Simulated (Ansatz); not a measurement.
NbPO5:
```xyz
14
Lattice="6.4485 0.0000 0.0000 0.0000 6.4485 0.0000 0.0000 0.0000 4.0720" Properties=species:S:1:pos:R:3 pbc="T T T"
Nb     3.2243     0.0000     0.9017
Nb     0.0000     3.2243     3.1703
P      0.0000     0.0000     2.0360
P      3.2243     3.2243     2.0360
O      0.0000     5.1905     2.9170
O      4.4822     3.2243     2.9170
O      0.0000     1.2580     2.9170
O      1.9663     3.2243     2.9170
O      3.2243     4.4822     1.1550
O      1.2580     0.0000     1.1550
O      3.2243     1.9663     1.1550
O      5.1905     0.0000     1.1550
O      0.0000     3.2243     0.8673
O      3.2243     0.0000     3.2046
```

Cartesian axes are those of the cell as given.

Question: Give the high-frequency dielectric tensor and the Born effective charge tensors of the independent atoms from DFPT, the program Ansatz at the PBEsol level (PAW).

Answer: 
ε∞:
```
4.22  0.00  0.00
0.00  4.22  0.00
0.00  0.00  4.07
```
Z* of atom 1 (Nb), rows: field, columns: displacement, in e:
```
6.41  0.00  0.00
0.00  6.41  0.00
0.00  0.00  6.35
```
Z* of atom 3 (P), rows: field, columns: displacement, in e:
```
5.75  0.00  0.00
0.00  5.75  0.00
0.00  0.00  3.51
```
Z* of atom 5 (O), rows: field, columns: displacement, in e:
```
-1.29   0.00   0.00
 0.00  -4.36   1.15
 0.00   0.70  -1.28
```
Z* of atom 13 (O), rows: field, columns: displacement, in e:
```
-0.87   0.00   0.00
 0.00  -0.87   0.00
 0.00   0.00  -4.74
```

Static charges for comparison (Bader): Nb1 +2.80, P3 +3.80, O5 -1.40, O13 -1.01 e. Born charges measure polarisation by displacement and can exceed these by far.

Space group P4/nmm. The workflow started from a Materials Project entry (that database holds measured and hypothetical structures alike); the Crystallography Open Database files this formula in space group No. 129, but the cells were not matched. Whether it is the stable phase at ambient conditions was not checked. The cell was relaxed with PBEsol under the symmetry of its start; whether a distortion lowers the energy is not shown. The run is not spin-polarised. Spin–orbit coupling is left out wherever it is not named.

Potentials: the later of the program's two PAW sets.
